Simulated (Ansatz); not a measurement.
## Si$_{2}$Mo: stiffness from a series of strains

```xyz
3
Lattice="-1.6000 1.6000 3.9305 1.6000 -1.6000 3.9305 1.6000 1.6000 -3.9305" Properties=species:S:1:pos:R:3 pbc="T T T"
Si    0.0000    0.0000    2.6177
Si    0.0000    0.0000    5.2433
Mo    0.0000    0.0000    0.0000
```

Atoms are numbered in the order listed.

The geometry is COD entry 1010282, unchecked; take it as a test cell. It is an old determination, and later ones may differ.

The calculation used DFT, PBEsol, all-electron LAPW, scalar-relativistic in Ansatz 0.2.0.

Settings: a Γ-centred 12×12×16 k mesh, Fermi–Dirac smearing of 0.03 eV, basis error target 1 meV/atom, no spin polarisation; this mesh doesn't keep the crystal's whole symmetry, which leaves small spurious terms.

The strain is applied along the Cartesian axes of the cell as listed (the other components stay zero). Fractional coordinates are held (clamped ions).

σ is the change of stress from the unstrained cell, which is at -2.71 GPa; tension is positive, so slopes are stress–strain coefficients at that pressure. In a metal the k mesh adds noise.

Only quantities that a quadratic follows smoothly over the whole series are listed; rougher ones are left out.

```
εxx = εyy  σzz (GPa)  σxx (GPa)
  -0.0300      -6.62     -17.91
  -0.0100      -1.92      -5.40
   0.0000       0.00       0.00
   0.0100       1.68       4.88
   0.0200       3.14       9.27
   0.0300       4.41      13.21
```

Question: Fit the series and read off the stiffness at zero strain.

Answer: Least-squares fits y = p0 + p1 x + p2 x² to the rows give σzz (GPa): p1 = 183, p2 = -1200; σxx (GPa): p1 = 518, p2 = -2600. So C13 + C23 = 183 GPa and C11 + C12 = 518 GPa, for these axes.

Question: One run, at εxx = εyy = -0.0200, is withheld. Predict its row.

Answer: The fits give -4.16, -11.41; the run gave -4.12, -11.35.
